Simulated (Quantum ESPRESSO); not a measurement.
# Mg2ZnCaO4: input and log of a self-consistent run

A calculation, not a measurement. The program is pw.x of Quantum ESPRESSO 7.5 (plane-wave density functional theory). The cell is made up: 8 atoms on a rocksalt lattice, with randomly drawn elements, strain and displacements, not relaxed. PseudoDojo standard norm-conserving files (v0.5 for PBE, v0.4.1 for LDA and PBEsol) set the functional; there is no spin polarisation, spin-orbit coupling or dispersion term, and the masses in the input are unused placeholders.

Input:

```
&control calculation='scf', pseudo_dir='./dojo.nc.sr.pbe.v0_5.standard.upf', outdir='./o', disk_io='medium', tprnfor=.true., tstress=.true. /
&system ibrav=0, nat=8, ntyp=4, nbnd=43, ecutwfc=84.00895049, nosym=.true., tot_charge=0,
 occupations='smearing', smearing='fd', degauss=0.0018374661
/
&electrons conv_thr=7.350e-09, electron_maxstep=60, /
ATOMIC_SPECIES
Ca 1.0 Ca.upf
Mg 1.0 Mg.upf
O 1.0 O.upf
Zn 1.0 Zn.upf
CELL_PARAMETERS angstrom
4.3019 0.026 0.0293
0.026 4.2963 0.022
0.0293 0.022 4.43
ATOMIC_POSITIONS angstrom
Mg 0.056 0.082 -0.0056
Zn 0.0459 2.2047 2.1855
Ca 2.2746 0.0675 2.2844
Mg 2.2163 2.2113 0.0027
O 2.114 0.0478 0.0333
O 2.1562 2.2567 2.2864
O 4.3092 -0.0483 2.2348
O 4.3201 2.2851 0.0329
K_POINTS automatic
4 4 4 1 1 1
```

The log is shortened where brackets say so; the opening notice, blank lines, dates and the lines on written files are dropped, and the path of the files is cut. It prints rydbergs, bohrs and kilobars, and counts compression as positive stress.

```
     Program PWSCF v.7.5
     Parallel version (MPI & OpenMP), running on       1 processor cores
     Number of MPI processes:                 1
     Threads/MPI process:                     1
     [start-up lines left out]
     bravais-lattice index     =            0
     lattice parameter (alat)  =       8.1297  a.u.
     unit-cell volume          =     552.4703 (a.u.)^3
     number of atoms/cell      =            8
     number of atomic types    =            4
     number of electrons       =        74.00
     number of Kohn-Sham states=           43
     kinetic-energy cutoff     =      84.0090  Ry
     charge density cutoff     =     336.0358  Ry
     scf convergence threshold =      7.3E-09
     mixing beta               =       0.7000
     number of iterations used =            8  plain     mixing
     Exchange-correlation= PBE
                           (   1   4   3   4   0   0   0)
     [axes and pseudopotential details left out]
   Cartesian axes
     site n.     atom                  positions (alat units)
         1        Mg     tau(   1) = (   0.0130170   0.0190606  -0.0013017  )
         2        Zn     tau(   2) = (   0.0106693   0.5124732   0.5080103  )
         3        Ca     tau(   3) = (   0.5287212   0.0156901   0.5309992  )
         4        Mg     tau(   4) = (   0.5151696   0.5140074   0.0006276  )
         5        O      tau(   5) = (   0.4913904   0.0111109   0.0077404  )
         6        O      tau(   6) = (   0.5011996   0.5245604   0.5314641  )
         7        O      tau(   7) = (   1.0016554  -0.0112271   0.5194699  )
         8        O      tau(   8) = (   1.0041891   0.5311619   0.0076475  )
     number of k points=    32  Fermi-Dirac smearing, width (Ry)=  0.0018
                       cart. coord. in units 2pi/alat
        k(    1) = (   0.1234399   0.1238068   0.1199592), wk =   0.0625000
        k(    2) = (   0.1217936   0.1225735   0.3627572), wk =   0.0625000
     [further k points left out]
     Dense  grid:    57487 G-vectors     FFT dimensions: (  48,  48,  50)
     Estimated max dynamical RAM per process >      78.34 MB
     Initial potential from superposition of free atoms
     starting charge      73.9933, renormalised to      74.0000
     Starting wfcs are   41 randomized atomic wfcs +    2 random wfcs
     total cpu time spent up to now is        5.5 secs
     per-process dynamical memory:    45.2 Mb
     Self-consistent Calculation
     iteration #  1     ecut=    84.01 Ry     beta= 0.70
     Davidson diagonalization with overlap
     ethr =  1.00E-02,  avg # of iterations =  6.1
     total cpu time spent up to now is       19.4 secs
     total energy              =    -865.18145534 Ry
     estimated scf accuracy    <       1.89036368 Ry
     iteration #  2     ecut=    84.01 Ry     beta= 0.70
     Davidson diagonalization with overlap
     ethr =  2.55E-03,  avg # of iterations =  3.7
     total cpu time spent up to now is       33.1 secs
     total energy              =    -865.60996726 Ry
     estimated scf accuracy    <       2.30475429 Ry
     iteration #  3     ecut=    84.01 Ry     beta= 0.70
     Davidson diagonalization with overlap
     ethr =  2.55E-03,  avg # of iterations =  3.0
     total cpu time spent up to now is       44.3 secs
     total energy              =    -866.05011746 Ry
     estimated scf accuracy    <       0.02076046 Ry
     iteration #  4     ecut=    84.01 Ry     beta= 0.70
     Davidson diagonalization with overlap
     ethr =  2.81E-05,  avg # of iterations =  7.9
     total cpu time spent up to now is       59.0 secs
     total energy              =    -866.05974618 Ry
     estimated scf accuracy    <       0.02333186 Ry
     iteration #  5     ecut=    84.01 Ry     beta= 0.70
     Davidson diagonalization with overlap
     ethr =  2.81E-05,  avg # of iterations =  2.0
     total cpu time spent up to now is       69.4 secs
     total energy              =    -866.06333537 Ry
     estimated scf accuracy    <       0.00208341 Ry
     iteration #  6     ecut=    84.01 Ry     beta= 0.70
     Davidson diagonalization with overlap
     ethr =  2.82E-06,  avg # of iterations =  3.8
     total cpu time spent up to now is       81.6 secs
     total energy              =    -866.06375616 Ry
     estimated scf accuracy    <       0.00006883 Ry
     iteration #  7     ecut=    84.01 Ry     beta= 0.70
     Davidson diagonalization with overlap
     ethr =  9.30E-08,  avg # of iterations =  4.0
     total cpu time spent up to now is       95.8 secs
     total energy              =    -866.06377273 Ry
     estimated scf accuracy    <       0.00002058 Ry
     iteration #  8     ecut=    84.01 Ry     beta= 0.70
     Davidson diagonalization with overlap
     ethr =  2.78E-08,  avg # of iterations =  2.0
     total cpu time spent up to now is      105.3 secs
     total energy              =    -866.06377563 Ry
     estimated scf accuracy    <       0.00000177 Ry
     iteration #  9     ecut=    84.01 Ry     beta= 0.70
     Davidson diagonalization with overlap
     ethr =  2.39E-09,  avg # of iterations =  3.5
     total cpu time spent up to now is      115.9 secs
     total energy              =    -866.06377614 Ry
     estimated scf accuracy    <       0.00000016 Ry
     iteration # 10     ecut=    84.01 Ry     beta= 0.70
     Davidson diagonalization with overlap
     ethr =  2.22E-10,  avg # of iterations =  3.2
     total cpu time spent up to now is      126.3 secs
     total energy              =    -866.06377616 Ry
     estimated scf accuracy    <       0.00000004 Ry
     iteration # 11     ecut=    84.01 Ry     beta= 0.70
     Davidson diagonalization with overlap
     ethr =  5.94E-11,  avg # of iterations =  2.0
     total cpu time spent up to now is      137.9 secs
     End of self-consistent calculation
     [lines on levels left out]
!    total energy              =    -866.06377617 Ry
     estimated scf accuracy    <          4.7E-09 Ry
     smearing contrib. (-TS)   =       0.00000000 Ry
     internal energy E=F+TS    =    -866.06377617 Ry
     The total energy is F=E-TS. E is the sum of the following terms:
     one-electron contribution =    -480.47790457 Ry
     hartree contribution      =     269.33824962 Ry
     xc contribution           =    -125.83891574 Ry
     ewald contribution        =    -529.08520547 Ry
     convergence has been achieved in  11 iterations
     Forces acting on atoms (cartesian axes, Ry/au):
     atom    1 type  2   force =    -0.00318239   -0.01099680    0.00609713
     atom    2 type  4   force =     0.00849194   -0.00538006    0.00200036
     atom    3 type  1   force =    -0.07621767    0.02426683   -0.02534813
     atom    4 type  2   force =    -0.01553494    0.00686562    0.00975952
     atom    5 type  3   force =     0.01887934    0.01685285    0.01007908
     atom    6 type  3   force =     0.00631717   -0.04201068   -0.00676794
     atom    7 type  3   force =     0.06311917    0.04122070    0.00011114
     atom    8 type  3   force =    -0.00187262   -0.03081846    0.00406884
     Total force =     0.130166     Total SCF correction =     0.000060
     Computing stress (Cartesian axis) and pressure
          total   stress  (Ry/bohr**3)                   (kbar)     P=      132.82
   0.00109805  -0.00011261  -0.00010985          161.53      -16.57      -16.16
  -0.00011261   0.00103833  -0.00006595          -16.57      152.74       -9.70
  -0.00010985  -0.00006595   0.00057227          -16.16       -9.70       84.18
     init_run     :      4.76s CPU      5.34s WALL (       1 calls)
     electrons    :    120.97s CPU    132.44s WALL (       1 calls)
     forces       :      1.56s CPU      1.58s WALL (       1 calls)
     stress       :      5.81s CPU      5.86s WALL (       1 calls)
     [timing details left out]
     PWSCF        :   2m13.30s CPU   2m25.81s WALL
     JOB DONE.
```

In other units: free energy -11783.398 eV for the cell, pressure 13.28 GPa, largest force component 1.960 eV/Å. A rerun of a related cell, with the same atoms placed differently, at 1437 eV and a 6 x 6 x 6 mesh moved values by no more than 0.002 eV in energy, 0.05 GPa in stress and 0.005 eV/Å in force.